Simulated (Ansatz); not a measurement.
## La₂AsH₂: relaxation (Ansatz)

The input file (Ansatz 0.2.0, plane waves):

```yaml
crystal:
  lattice:
    - [2.037815, 3.529596, 0.0]
    - [-2.037815, 3.529596, 0.0]
    - [0.0, 0.0, 6.686391]
  atoms:
    - { symbol: H, position: [0.3333, 0.3334, 0.607] }
    - { symbol: H, position: [0.6667, 0.6666, 0.393] }
    - { symbol: La, position: [0.3333, 0.3334, 0.2265] }
    - { symbol: La, position: [0.6667, 0.6666, 0.7735] }
    - { symbol: As, position: [0.0, 0.0, 0.0] }
kpoints:
  mp_grid: { grid: [5, 5, 3], shift: [0, 0, 0] }
magnetization:
  noncollinear: true
  spin_orbit: true
scf:
  occupations: { method: gaussian, width: 0.0626 }
  lower_state_search: "off"
hamiltonian:
  pseudopotentials: { kind: paw_fr }
  xc: pbe
  hubbard:
    projectors: all-electron-ortho-atomic
    sites: [{ species: La, l: f, u: 4.49, j: 0.65 }]
    double_counting: amf
basis:
  ecutwfc: 420
  fft_grid_basis: typed
relax:
  max_steps: 60
  cell: { p_target: 0.0 }
output:
  forces: true
  stress: true
  eigenvalues: true
  bader: true
  populations: true
  elf: true
  write_potential: true
  volumetric_format: npy
  dos:
    e_range: [-12, 8]
    de: 0.05
    projected: { site_lists: { As: [As], H: [H], La: [La] } }
    method: { smearing: { sigma: 0.1, scheme: gaussian } }
  write_density: true
checkpoint:
  read: saved_state
```

Launch command:

```bash
ansatz run input.yaml --threads 2 --pin off --max-ram 3584MiB --backend cpu --events-out ev --progress --plain --runs-dir out
```

Origin of the cell: a known structure type with other elements, at an estimated volume, so it need not be a known compound.

The saved state is a converged single point of the same cell.

Steps («new basis» is an SCF on plane waves selected anew at the same cell):

```json
{"step": "1", "ΔF (meV/atom)": "0.0", "max force component (eV/Å)": "3.710", "P (GPa)": "13.63", "volume (Å³)": "96.19", "SCF iterations": "6", "step was": "accepted"}
{"step": "2", "ΔF (meV/atom)": "-220.3", "max force component (eV/Å)": "0.497", "P (GPa)": "3.10", "volume (Å³)": "101.98", "SCF iterations": "8", "step was": "accepted"}
{"step": "3", "ΔF (meV/atom)": "-231.7", "max force component (eV/Å)": "0.231", "P (GPa)": "0.82", "volume (Å³)": "104.81", "SCF iterations": "7", "step was": "accepted"}
{"step": "4", "ΔF (meV/atom)": "-234.1", "max force component (eV/Å)": "0.027", "P (GPa)": "-0.12", "volume (Å³)": "105.78", "SCF iterations": "7", "step was": "accepted"}
{"step": "5", "ΔF (meV/atom)": "-234.1", "max force component (eV/Å)": "0.010", "P (GPa)": "-0.01", "volume (Å³)": "105.67", "SCF iterations": "5", "step was": "accepted"}
{"step": "6", "ΔF (meV/atom)": "-234.1", "max force component (eV/Å)": "0.001", "P (GPa)": "0.00", "volume (Å³)": "105.64", "SCF iterations": "6", "step was": "accepted"}
{"step": "7", "ΔF (meV/atom)": "-234.8", "max force component (eV/Å)": "0.002", "P (GPa)": "0.03", "volume (Å³)": "105.64", "SCF iterations": "6", "step was": "new basis"}
```

Step 1, with forces in eV/Å:

```xyz
5
Lattice="2.038 3.530 0.000 -2.038 3.530 0.000 0.000 0.000 6.686" Properties=species:S:1:pos:R:3:forces:R:3 pbc="T T T" step=1
H     0.000    2.353    4.059    0.000    0.000    0.184
H     0.000    4.706    2.628    0.000    0.000   -0.184
La    0.000    2.353    1.514    0.002   -0.001    3.710
La    0.000    4.706    5.172   -0.002    0.001   -3.710
As    0.000    0.000    0.000    0.000    0.000    0.000
```

Step 2, with forces in eV/Å:

```xyz
5
Lattice="2.078 3.599 0.000 -2.078 3.599 0.000 0.000 0.000 6.818" Properties=species:S:1:pos:R:3:forces:R:3 pbc="T T T" step=2
H     0.000    2.399    4.150    0.000    0.000    0.168
H     0.000    4.799    2.668    0.000    0.000   -0.168
La    0.000    2.399    1.747    0.001    0.000    0.497
La    0.000    4.799    5.071   -0.001    0.000   -0.497
As    0.000    0.000    0.000    0.000    0.000    0.000
```

Step 3, with forces in eV/Å:

```xyz
5
Lattice="2.097 3.632 0.000 -2.097 3.632 0.000 0.000 0.000 6.881" Properties=species:S:1:pos:R:3:forces:R:3 pbc="T T T" step=3
H     0.000    2.421    4.218    0.000    0.000    0.083
H     0.000    4.843    2.663    0.000    0.000   -0.083
La    0.000    2.421    1.786    0.000    0.000    0.231
La    0.000    4.843    5.094    0.000    0.000   -0.231
As    0.000    0.000    0.000    0.000    0.000    0.000
```

Step 4, with forces in eV/Å:

```xyz
5
Lattice="2.105 3.646 0.000 -2.105 3.646 0.000 0.000 0.000 6.890" Properties=species:S:1:pos:R:3:forces:R:3 pbc="T T T" step=4
H     0.000    2.431    4.263    0.000    0.000    0.000
H     0.000    4.862    2.627    0.000    0.000    0.000
La    0.000    2.431    1.819    0.000    0.000   -0.027
La    0.000    4.862    5.071    0.000    0.000    0.027
As    0.000    0.000    0.000    0.000    0.000    0.000
```

Step 7, with forces in eV/Å:

```xyz
5
Lattice="2.107 3.649 0.000 -2.107 3.649 0.000 0.000 0.000 6.872" Properties=species:S:1:pos:R:3:forces:R:3 pbc="T T T" step=7
H     0.000    2.432    4.255    0.000    0.000    0.000
H     0.000    4.865    2.618    0.000    0.000    0.000
La    0.000    2.432    1.812    0.000    0.000    0.002
La    0.000    4.865    5.060    0.000    0.000   -0.002
As    0.000    0.000    0.000    0.000    0.000    0.000
```

| Item | Value |
| --- | --- |
| Free energy lowered by | 234.8 meV/atom |
| Volume change | 9.83 % |
| Final pressure | 0.03 GPa |
| Relaxation steps listed | 7 |

Caveats: no moments, though an odd count or open d shells may carry them; the k mesh is coarse if the cell is a metal; the relaxation held the start's symmetry, so the end may be a saddle point.

It ran for 3 min on 2 threads of Arm Neoverse V2, with other jobs on the host, peak memory 1.1 GiB, from a saved density.
